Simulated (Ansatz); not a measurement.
Here is the system:

YZnGe:
Space group P6₃/mmc (No. 194); a = 4.1882 Å, b = 4.1882 Å, c = 15.9012 Å, α = 90.00°, β = 90.00°, γ = 120.00°

```json
[
 {"atom": "Y", "site": "2b", "symmetry": "-6m2", "x": "0.0000", "y": "0.0000", "z": "0.2500"},
 {"atom": "Y", "site": "2a", "symmetry": "-3m.", "x": "0.0000", "y": "0.0000", "z": "0.0000"},
 {"atom": "Zn", "site": "4f", "symmetry": "3m.", "x": "0.3333", "y": "0.6667", "z": "0.1464"},
 {"atom": "Ge", "site": "4f", "symmetry": "3m.", "x": "0.6667", "y": "0.3333", "z": "0.1145"}
]
```

This is the r²SCAN-relaxed structure.

**Question.** All from the program Ansatz at the r²SCAN level (PAW), unless another level is named. Estimate the electronic character.

**Answer.** metallic (no gap).

**Question.** Give the formation energy from the elements (no fitted shifts).

**Answer.** -76 kJ/mol-atom.

**Question.** And the density of states at the Fermi level?

**Answer.** 0.18 states/eV per atom (mean over ±0.08 eV).

Space group P6_3/mmc. The first step of the workflow began from a Materials Project structure, measured or hypothetical; the Crystallography Open Database copy checked does not list it. Its standing as an ambient phase is unchecked. The cell was relaxed with r²SCAN under the symmetry of its start; its stability against distortions is not shown here. No spin polarisation was allowed. The references are the lowest solids computed at this level, not always the standard phases. Scalar-relativistic: spin–orbit coupling is off unless named, which matters more the heavier the elements.

Potentials: the earlier of the program's two PAW sets.
